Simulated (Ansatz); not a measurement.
Run on Bi (fcc type): DFT, LDA, all-electron LAPW, scalar-relativistic (Ansatz 0.2.0). This run: fcc relaxed under pressure.

The cell comes from a relaxation on PAW files under the same functional, begun from a prototype that needn't be the stable phase.

Command: `ansatz run input.yaml --threads 1 --pin off --max-ram 3584MiB --backend cpu --events-out ev --progress --plain --runs-dir out` It took 28 s on 1 thread of Arm Neoverse V2 (shared host), peak memory 0.28 GiB.

```yaml
crystal:
  lattice:
    - [0.0, 2.2982812073, 2.2982812073]
    - [2.2982812073, 0.0, 2.2982812073]
    - [2.2982812073, 2.2982812073, 0.0]
  atoms:
    - { symbol: Bi, position: [0.0, 0.0, 0.0] }
kpoints:
  mp_grid: { grid: [14, 14, 14] }
scf:
  occupations: { method: fermi_dirac, width: 0.08 }
hamiltonian:
  xc: lda
  pseudopotentials: { kind: all_electron, lapw: { basis_error: 0.0005 } }
output:
  forces: true
  stress: true
  eigenvalues: true
relax:
  f_tol: 0.005
  max_steps: 12
  cell: { p_target: 19.0, stress_tol: 0.03 }
```

Output:

```
The last accepted step is kept in <dir> (removed where the run ends without a failure and the disk answers)
LAPW: plane waves up to 7.515 Å⁻¹, error target 5.0e-4 eV per atom; small_component_spin mean_spin; Bi in spheres of 1.576 Å, 37 of its electrons in bands, Dirac shells [] (how accurate: hamiltonian.pseudopotentials.lapw.basis_error, Limitations)
Engine: ansatz 0.2.0
Pseudopotentials: kind: all_electron
Pseudopotential: Bi, LAPW, valence charge 37, lapw/all_electron/scalar/gaussian/Bi, Koelling and Harmon's equation, gaussian nucleus
Functional definition: SPW92
  exchange = slater_x
  correlation = pw_c
Crystal: 1 atoms, lattice volume = 24.279 Å³
Basis set: ecut = 215.17501212818334 eV, 169 PW (Γ), exchange–correlation at level 2
Bands: 23, of which v1, the nominal top of the filled ones, is band 19 counted from 1 (18 counted from 0)
Symmetry: 48 space group operations
Space group: Fm-3m (ITA 225), of the structure as read, at distance tolerance 2.9e-5 Å
k-points: 104 of 2744
Non-local potential: Bi, projectors of the file, none
Initial density: superposition of atomic densities (chi_scale 0.1, normalization cell)
Initial wavefunctions: plane waves of lowest kinetic energy (no species holds an atomic orbital)
Functional: x = slater, c = lda
iter 1 solved again at ethr=6.90e-6 eV; its pass at ethr=1.00e-1 eV (dr2=2.55e-3 eV) is discarded
SCF iter   1: F=—  HF=-585395.105133 eV  |F-HF|=—  |Δ(HF+E_count)|=         —  Δρ=4.05e-3  dr2=2.58e-3  ethr=6.90e-6  ⟨swp⟩=3.9  Hψ=16173  notcnv=0
preconditioner: auto → Kerker (q_TF=auto, 2.927 Å⁻¹)  [metal: Δε(μ)=0.085 eV  Ē_g=25.318 eV  σ=0.080 eV  W_gap=0.26  n_scr=14 (ndim 8)  ℏωp=29.2 eV  f_vac=0.000  D(μ)=0.83/eV (n_scr^D=8)]
SCF iter   2: F=—  HF=-585395.096807 eV  |F-HF|=—  |Δ(HF+E_count)|=   8.33e-3  Δρ=2.45e-3  dr2=1.20e-3  ethr=6.90e-6  ⟨swp⟩=2.0  Hψ=6931  notcnv=0
SCF iter   3: F=—  HF=-585395.096129 eV  |F-HF|=—  |Δ(HF+E_count)|=   6.78e-4  Δρ=1.46e-3  dr2=5.10e-4  ethr=3.25e-6  ⟨swp⟩=2.0  Hψ=6931  notcnv=0
SCF iter   4: F=—  HF=-585395.096047 eV  |F-HF|=—  |Δ(HF+E_count)|=   8.20e-5  Δρ=7.57e-4  dr2=1.58e-4  ethr=1.38e-6  ⟨swp⟩=2.0  Hψ=6931  notcnv=0
iter 5 solved again at ethr=3.72e-8 eV; its pass at ethr=4.27e-7 eV (dr2=1.38e-5 eV) is discarded
SCF iter   5: F=—  HF=-585395.096036 eV  |F-HF|=—  |Δ(HF+E_count)|=   1.05e-5  Δρ=2.19e-4  dr2=1.38e-5  ethr=3.72e-8  ⟨swp⟩=2.0  Hψ=11782  notcnv=0
SCF iter   6: F=—  HF=-585395.096034 eV  |F-HF|=—  |Δ(HF+E_count)|=   2.47e-6  Δρ=4.80e-5  dr2=3.16e-7  ethr=3.72e-8  ⟨swp⟩=2.0  Hψ=6931  notcnv=0
SCF iter   7: F=-585395.096034 eV  HF=-585395.096034 eV  |F-HF|=1.16e-9  |Δ(HF+E_count)|=   1.10e-7  Δρ=8.67e-6  dr2=2.16e-8  ethr=8.54e-10  ⟨swp⟩=2.1  Hψ=6939  notcnv=0
SCF 1 converged in 7 iterations: F = -585395.096034 eV  dr2 = 2.16e-8
relax step   1: F+E_penalty+E_count = -585395.09603410 eV  Δ(F+E_penalty+E_count) = +0.000e0 eV  max|allowed force component| = 0.000e0 eV/Å  Δτ_max = 0.0000 Å  P = +19.042 GPa  Ω = 24.279 Å³  (7 SCF iters, accepted)
Crystal: 1 atoms, lattice volume = 24.301 Å³
Basis set: ecut = 215.0485950805546 eV, 169 PW (Γ), exchange–correlation at level 2
Initial density: handed on by an earlier stage of this run
Initial wavefunctions: those handed on with the density
iter 1 solved again at ethr=9.21e-12 eV; its pass at ethr=1.00e-1 eV (dr2=3.41e-9 eV) is discarded
SCF iter   1: F=—  HF=-585395.098571 eV  |F-HF|=—  |Δ(HF+E_count)|=         —  Δρ=1.02e-5  dr2=2.39e-8  ethr=9.21e-12  ⟨swp⟩=6.4  Hψ=14079  notcnv=0
preconditioner: auto → Kerker (q_TF=auto, 2.926 Å⁻¹)  [metal: Δε(μ)=0.076 eV  Ē_g=25.477 eV  σ=0.080 eV  W_gap=0.23  n_scr=14 (ndim 8)  ℏωp=29.2 eV  f_vac=0.003  D(μ)=0.85/eV (n_scr^D=8)]
SCF iter   2: F=-585395.098571 eV  HF=-585395.098571 eV  |F-HF|=9.31e-10  |Δ(HF+E_count)|=  4.66e-10  Δρ=7.32e-6  dr2=1.37e-8  ethr=9.21e-12  ⟨swp⟩=2.0  Hψ=6931  notcnv=0
SCF 2 converged in 2 iterations: F = -585395.098571 eV  dr2 = 1.37e-8
relax step   2: F+E_penalty+E_count = -585395.09857056 eV  Δ(F+E_penalty+E_count) = -2.536e-3 eV  max|allowed force component| = 0.000e0 eV/Å  Δτ_max = 0.0000 Å  P = +18.917 GPa  Ω = 24.301 Å³  (2 SCF iters, rejected (line search))
Crystal: 1 atoms, lattice volume = 24.287 Å³
Basis set: ecut = 215.132895808317 eV, 169 PW (Γ), exchange–correlation at level 2
iter 1 solved again at ethr=3.91e-11 eV; its pass at ethr=1.00e-1 eV (dr2=1.45e-8 eV) is discarded
SCF iter   1: F=—  HF=-585395.096881 eV  |F-HF|=—  |Δ(HF+E_count)|=         —  Δρ=3.59e-6  dr2=3.51e-9  ethr=3.91e-11  ⟨swp⟩=5.9  Hψ=13110  notcnv=0
preconditioner: auto → Kerker (q_TF=auto, 2.927 Å⁻¹)  [metal: Δε(μ)=0.077 eV  Ē_g=25.480 eV  σ=0.080 eV  W_gap=0.24  n_scr=14 (ndim 8)  ℏωp=29.2 eV  f_vac=0.003  D(μ)=0.85/eV (n_scr^D=8)]
SCF iter   2: F=-585395.096881 eV  HF=-585395.096881 eV  |F-HF|=1.16e-10  |Δ(HF+E_count)|=  3.49e-10  Δρ=2.59e-6  dr2=1.98e-9  ethr=9.50e-12  ⟨swp⟩=2.0  Hψ=6931  notcnv=0
SCF 3 converged in 2 iterations: F = -585395.096881 eV  dr2 = 1.98e-9
relax step   3: F+E_penalty+E_count = -585395.09688058 eV  Δ(F+E_penalty+E_count) = -8.465e-4 eV  max|allowed force component| = 0.000e0 eV/Å  Δτ_max = 0.0000 Å  P = +19.000 GPa  Ω = 24.287 Å³  (2 SCF iters, accepted)
iter 1 solved again at ethr=1.05e-11 eV; its pass at ethr=1.00e-1 eV (dr2=3.89e-9 eV) is discarded
SCF iter   1: F=—  HF=-585395.096881 eV  |F-HF|=—  |Δ(HF+E_count)|=         —  Δρ=2.58e-6  dr2=1.91e-9  ethr=1.05e-11  ⟨swp⟩=7.8  Hψ=17769  notcnv=0  reapply=48
SCF iter   2: F=-585395.096881 eV  HF=-585395.096881 eV  |F-HF|=1.16e-10  |Δ(HF+E_count)|=  5.82e-10  Δρ=1.90e-6  dr2=1.10e-9  ethr=5.17e-12  ⟨swp⟩=2.0  Hψ=6931  notcnv=0
SCF 4 converged in 2 iterations: F = -585395.096881 eV  dr2 = 1.10e-9
relax step   4: F+E_penalty+E_count = -585395.09688058 eV  Δ(F+E_penalty+E_count) = +8.149e-10 eV  max|allowed force component| = 0.000e0 eV/Å  Δτ_max = 0.0000 Å  P = +19.000 GPa  Ω = 24.287 Å³  stress off target by 7.97e-5 GPa  SCF on the basis re-selected at this cell (its energy is not comparable with the rows above)  (2 SCF iters)
basis re-selected at this cell: Δ(F+E_penalty+E_count) = +8.149e-10 eV, ΔP = -0.000 GPa vs the last step (what re-selecting the basis moved, after the strain that the cell walked since its last selection, with what the two solves' SCF thresholds leave and, on support functions, any second-order correction that the steps lacked; it is no measure of the basis error at this ecutwfc). This SCF's stress stands 7.97e-5 GPa from its target on what of the cell is left free (relax.cell.stress_tol is 3.00e-2 GPa) and its largest allowed force component is 0.00e0 eV/Å (relax.f_tol is 5.00e-3 eV/Å): within both
SCF converged after 2 iterations
Free energy (F): -585395.096881 eV
Harris-Foulkes:  -585395.096881 eV  (|F-HF|=1.16e-10)
Internal energy: -585395.079813 eV  (E = F + TS)
E sigma→0 (E₀):  -585395.088347 eV
Entropy (-TS):   -0.017067 eV (-17.067 meV/atom)
Fermi energy:    21.368333 eV
--- Per-component energies (eV) ---
  E_band       = -2416.483244
  E_kinetic    = 677487.170297
  E_xc         = -10495.077771
  E_electrostatic = -1252387.172340  (all electrons and nuclei)
  E_smearing   = -0.017067  (= −TS)
  E_closure    = 0.000000  (closes the sum)
  E_atoms      = -585390.955634  (free atoms, spherical and without spin; not in F)
  Σ components = -585395.096881   (vs F -585395.096881, Δ=0.00e0)
  Basis errors (estimates in eV, not in F): energy 1.1e-4 per atom: plane waves 1.0e-4 (5.5e-5 summed), levels above the bands 6.5e-61, relativity 8.9e-9, radial functions 8.8e-7, core shells 1.5e-8; eigenvalues (radial functions only) 2.5e-5; not estimated: angular momenta, meshes, grids; target (lapw.basis_error) 5.0e-4; muffin-tin radii Bi 1.577 Å
--- Forces (eV/Å), atoms counted from 1 ---
  atom   1  Bi    -0.00000000     0.00000000     0.00000000
  max |Σ_I F_I| component: 6.98e-32 eV/Å
--- Stress (GPa, compression-positive) ---
       18.999920       0.000000       0.000000
        0.000000      18.999920       0.000000
        0.000000       0.000000      18.999920
  P = ⅓ Tr σ = 18.9999 GPa (189.999 kbar)
--- Band table (eV; the first three rows and the last of 104) ---
  k-point 0: bands = ["-132.2748", "-127.4871", "-127.4871", "-127.4871", "-127.4868", "-127.4868", "-127.4868", "-127.4863", "-70.4014", "-70.4014", "-70.4014", "-1.9900", "-1.9900", "-1.9900", "-1.8210", "-1.8210", "5.6185", "27.9821", "27.9821", "27.9821", "30.1346", "33.3414", "33.6463"]
  k-point 1: bands = ["-132.2747", "-127.4871", "-127.4871", "-127.4871", "-127.4868", "-127.4868", "-127.4868", "-127.4863", "-70.4017", "-70.4014", "-70.4014", "-1.9897", "-1.9812", "-1.9812", "-1.8215", "-1.8215", "5.7350", "26.6336", "27.8363", "27.8363", "29.9556", "33.6750", "33.8915"]
  k-point 2: bands = ["-132.2747", "-127.4871", "-127.4871", "-127.4871", "-127.4868", "-127.4868", "-127.4868", "-127.4863", "-70.4025", "-70.4016", "-70.4016", "-1.9897", "-1.9609", "-1.9609", "-1.8181", "-1.8181", "6.0848", "24.1150", "27.4626", "27.4626", "29.7861", "33.9030", "34.5093"]
  k-point 103: bands = ["-132.2746", "-127.4871", "-127.4871", "-127.4871", "-127.4868", "-127.4868", "-127.4868", "-127.4863", "-70.4060", "-70.4052", "-70.4039", "-1.9737", "-1.9687", "-1.8505", "-1.7555", "-1.6219", "11.8261", "17.0724", "18.2527", "19.6689", "31.2820", "31.8971", "34.3084"]
--- Relaxed structure (3 steps of the walk, 2 accepted, 1 SCFs on fresh bases) ---
  F+E_penalty+E_count = -585395.09688058 eV   max|allowed force component| = 0.000e0 eV/Å   (the final SCF, on the basis selected at the relaxed cell)
  cell:  # Å, volume = 24.2866 Å³
    - [1.5286116098686772e-34, 2.2985061622265834, 2.2985061622265834]
    - [2.2985061622265834, 1.019074406579118e-34, 2.2985061622265834]
    - [2.2985061622265834, 2.2985061622265834, 5.09537203289559e-35]
  atoms:
    - { symbol: Bi, position: [0.0, 0.0, 0.0] }
```

Next run (bcc relaxed under pressure), as changes to the input before:

```diff
   lattice:
-    - [0.0, 2.2982812073, 2.2982812073]
-    - [2.2982812073, 0.0, 2.2982812073]
-    - [2.2982812073, 2.2982812073, 0.0]
+    - [-1.8218554906, 1.8218554906, 1.8218554906]
+    - [1.8218554906, -1.8218554906, 1.8218554906]
+    - [1.8218554906, 1.8218554906, -1.8218554906]
   atoms:
```

Command: `ansatz run input.yaml --threads 1 --pin off --max-ram 3584MiB --backend cpu --events-out ev --progress --plain --runs-dir out` It took 31 s on 1 thread of Arm Neoverse V2, with other jobs on the host, peak memory 0.29 GiB.

Results part of the output:

```
basis re-selected at this cell: Δ(F+E_penalty+E_count) = -9.313e-10 eV, ΔP = -0.000 GPa vs the last step (what re-selecting the basis moved, after the strain that the cell walked since its last selection, with what the two solves' SCF thresholds leave and, on support functions, any second-order correction that the steps lacked; it is no measure of the basis error at this ecutwfc). This SCF's stress stands 7.84e-5 GPa from its target on what of the cell is left free (relax.cell.stress_tol is 3.00e-2 GPa) and its largest allowed force component is 0.00e0 eV/Å (relax.f_tol is 5.00e-3 eV/Å): within both
SCF converged after 2 iterations
Free energy (F): -585395.169050 eV
Harris-Foulkes:  -585395.169050 eV  (|F-HF|=1.16e-10)
Internal energy: -585395.160039 eV  (E = F + TS)
E sigma→0 (E₀):  -585395.164544 eV
Entropy (-TS):   -0.009011 eV (-9.011 meV/atom)
Fermi energy:    21.326190 eV
--- Per-component energies (eV) ---
  E_band       = -2413.235980
  E_kinetic    = 677487.121749
  E_xc         = -10495.139222
  E_electrostatic = -1252387.142565  (all electrons and nuclei)
  E_smearing   = -0.009011  (= −TS)
  E_closure    = 0.000000  (closes the sum)
  E_atoms      = -585390.955634  (free atoms, spherical and without spin; not in F)
  Σ components = -585395.169050   (vs F -585395.169050, Δ=0.00e0)
  Basis errors (estimates in eV, not in F): energy 1.2e-4 per atom: plane waves 1.2e-4 (6.5e-5 summed), levels above the bands 6.4e-63, relativity 9.3e-9, radial functions 1.9e-6, core shells 3.9e-8; eigenvalues (radial functions only) 1.7e-5; not estimated: angular momenta, meshes, grids; target (lapw.basis_error) 5.0e-4; muffin-tin radii Bi 1.531 Å
--- Forces (eV/Å), atoms counted from 1 ---
  atom   1  Bi    -0.00000000     0.00000000    -0.00000000
  max |Σ_I F_I| component: 3.86e-31 eV/Å
--- Stress (GPa, compression-positive) ---
       18.999922      -0.000000      -0.000000
       -0.000000      18.999922       0.000000
       -0.000000       0.000000      18.999922
  P = ⅓ Tr σ = 18.9999 GPa (189.999 kbar)
--- Band table (eV; the first three rows and the last of 104) ---
  k-point 0: bands = ["-132.1835", "-127.3960", "-127.3960", "-127.3960", "-127.3954", "-127.3954", "-127.3954", "-127.3947", "-70.3095", "-70.3095", "-70.3095", "-1.9493", "-1.9493", "-1.9493", "-1.6586", "-1.6586", "5.6876", "28.4273", "28.4273", "28.4273", "31.7746", "31.7746", "31.7746"]
  k-point 1: bands = ["-132.1835", "-127.3960", "-127.3960", "-127.3960", "-127.3954", "-127.3954", "-127.3954", "-127.3947", "-70.3098", "-70.3096", "-70.3095", "-1.9543", "-1.9427", "-1.9270", "-1.6643", "-1.6592", "5.8113", "27.1808", "27.9858", "28.2469", "31.1515", "31.5514", "31.6944"]
  k-point 2: bands = ["-132.1835", "-127.3960", "-127.3960", "-127.3960", "-127.3954", "-127.3954", "-127.3954", "-127.3947", "-70.3108", "-70.3100", "-70.3094", "-1.9681", "-1.9262", "-1.8639", "-1.6785", "-1.6608", "6.1828", "24.7100", "26.9824", "27.7298", "30.3077", "31.0921", "31.7726"]
  k-point 103: bands = ["-132.1832", "-127.3960", "-127.3960", "-127.3960", "-127.3954", "-127.3954", "-127.3954", "-127.3947", "-70.3154", "-70.3154", "-70.3154", "-2.0041", "-2.0041", "-1.5222", "-1.5222", "-1.5222", "13.7991", "18.8617", "18.8617", "18.8617", "24.7492", "24.7492", "37.2082"]
--- Relaxed structure (3 steps of the walk, 2 accepted, 1 SCFs on fresh bases) ---
  F+E_penalty+E_count = -585395.16904969 eV   max|allowed force component| = 0.000e0 eV/Å   (the final SCF, on the basis selected at the relaxed cell)
  cell:  # Å, volume = 24.1933 Å³
    - [-1.8219860824646632, 1.8219860824646632, 1.8219860824646632]
    - [1.8219860824646632, -1.8219860824646632, 1.8219860824646632]
    - [1.8219860824646632, 1.8219860824646632, -1.8219860824646632]
  atoms:
    - { symbol: Bi, position: [0.0, 0.0, 0.0] }
```

Next run (hcp relaxed under pressure), as changes to the input before:

```diff
   lattice:
-    - [-1.8218554906, 1.8218554906, 1.8218554906]
-    - [1.8218554906, -1.8218554906, 1.8218554906]
-    - [1.8218554906, 1.8218554906, -1.8218554906]
+    - [3.2925215901, 0.0, 0.0]
+    - [-1.6462607951, 2.8514073395, 0.0]
+    - [0.0, 0.0, 5.1711831929]
   atoms:
-    - { symbol: Bi, position: [0.0, 0.0, 0.0] }
+    - { symbol: Bi, position: [0.3333333333, 0.6666666667, 0.25] }
+    - { symbol: Bi, position: [0.6666666667, 0.3333333333, 0.75] }
 kpoints:
-  mp_grid: { grid: [14, 14, 14] }
+  mp_grid: { grid: [13, 13, 7] }
 scf:
```

Command: `ansatz run input.yaml --threads 1 --pin off --max-ram 3584MiB --backend cpu --events-out ev --progress --plain --runs-dir out` It took 79 s on 1 thread of Arm Neoverse V2, on a shared host, peak memory 0.41 GiB.

Results part of the output:

```
basis re-selected at this cell: Δ(F+E_penalty+E_count) = -2.328e-10 eV, ΔP = -0.000 GPa vs the last step (what re-selecting the basis moved, after the strain that the cell walked since its last selection, with what the two solves' SCF thresholds leave and, on support functions, any second-order correction that the steps lacked; it is no measure of the basis error at this ecutwfc). This SCF's stress stands 1.95e-3 GPa from its target on what of the cell is left free (relax.cell.stress_tol is 3.00e-2 GPa) and its largest allowed force component is 1.85e-17 eV/Å (relax.f_tol is 5.00e-3 eV/Å): within both
SCF converged after 2 iterations
Free energy (F): -1170790.309328 eV
Harris-Foulkes:  -1170790.309328 eV  (|F-HF|=9.31e-10)
Internal energy: -1170790.287057 eV  (E = F + TS)
E sigma→0 (E₀):  -1170790.298193 eV
Entropy (-TS):   -0.022271 eV (-11.136 meV/atom)
Fermi energy:    21.352130 eV
--- Per-component energies (eV) ---
  E_band       = -4832.495741
  E_kinetic    = 1354974.563040
  E_xc         = -20990.194620
  E_electrostatic = -2504774.655477  (all electrons and nuclei)
  E_smearing   = -0.022271  (= −TS)
[... lines left out ...]
--- Band table (eV; the first three rows and the last of 84) ---
  k-point 0: bands = ["-132.2659", "-132.2658", "-127.4811", "-127.4811", "-127.4807", "-127.4807", "-127.4807", "-127.4807", "-127.4791", "-127.4791", "-127.4791", "-127.4791", "-127.4754", "-127.4754", "-127.4754", "-127.4754", "-70.4077", "-70.4004", "-70.3892", "-70.3892", "-70.3878", "-70.3878", "-2.0045", "-1.9600", "-1.9281", "-1.9281", "-1.9036", "-1.9036", "-1.9016", "-1.9016", "-1.6662", "-1.6662", "5.6177", "10.3871", "14.4544", "25.2313", "25.2313", "27.5659", "27.5659", "28.9683", "29.0223", "29.4078", "31.9972", "33.1416", "33.1416"]
  k-point 1: bands = ["-132.2659", "-132.2658", "-127.4811", "-127.4811", "-127.4807", "-127.4807", "-127.4807", "-127.4807", "-127.4791", "-127.4791", "-127.4791", "-127.4791", "-127.4754", "-127.4754", "-127.4754", "-127.4754", "-70.4073", "-70.4008", "-70.3892", "-70.3892", "-70.3879", "-70.3879", "-2.0008", "-1.9606", "-1.9517", "-1.9517", "-1.9095", "-1.9095", "-1.8670", "-1.8670", "-1.6714", "-1.6714", "5.7416", "9.7756", "15.3217", "25.3326", "25.3326", "27.4441", "27.4441", "27.4992", "29.0615", "29.4576", "31.6458", "32.7887", "32.7887"]
  k-point 2: bands = ["-132.2659", "-132.2658", "-127.4811", "-127.4811", "-127.4807", "-127.4807", "-127.4807", "-127.4807", "-127.4791", "-127.4791", "-127.4791", "-127.4791", "-127.4754", "-127.4754", "-127.4754", "-127.4754", "-70.4063", "-70.4018", "-70.3890", "-70.3890", "-70.3881", "-70.3881", "-1.9914", "-1.9678", "-1.9678", "-1.9632", "-1.9292", "-1.9292", "-1.8143", "-1.8143", "-1.6882", "-1.6882", "6.1142", "8.6572", "17.2036", "24.8444", "25.6250", "25.6250", "27.0968", "27.0968", "29.1778", "29.5413", "31.1981", "32.2289", "32.3691"]
  k-point 83: bands = ["-132.2658", "-132.2658", "-127.4811", "-127.4811", "-127.4807", "-127.4807", "-127.4807", "-127.4807", "-127.4791", "-127.4791", "-127.4791", "-127.4791", "-127.4754", "-127.4754", "-127.4754", "-127.4754", "-70.4041", "-70.4039", "-70.3915", "-70.3911", "-70.3908", "-70.3906", "-2.0270", "-2.0255", "-1.9289", "-1.8421", "-1.8216", "-1.8209", "-1.7711", "-1.7708", "-1.6673", "-1.6556", "11.0012", "11.2114", "16.1231", "16.2854", "17.4617", "18.2481", "24.7558", "25.3014", "29.1145", "30.1916", "30.8282", "31.3031", "34.5265"]
--- Relaxed structure (3 steps of the walk, 2 accepted, 1 SCFs on fresh bases) ---
  F+E_penalty+E_count = -1170790.30932825 eV   max|allowed force component| = 1.850e-17 eV/Å   (the final SCF, on the basis selected at the relaxed cell)
  cell:  # Å, volume = 48.5623 Å³
    - [3.292767705852263, 2.886975111260474e-11, -1.1033794792545128e-31]
    - [-1.646383852951133, 2.8516204820146305, -1.080710128958309e-20]
    - [-1.4560284609449334e-33, -1.9599269377765805e-20, 5.171855854443082]
  atoms:
    - { symbol: Bi, position: [0.3333333333333333, 0.6666666666666666, 0.25] }
    - { symbol: Bi, position: [0.6666666666666666, 0.3333333333333333, 0.7500000000000001] }
```

Spin–orbit coupling is left out, which matters for the heavy atoms.
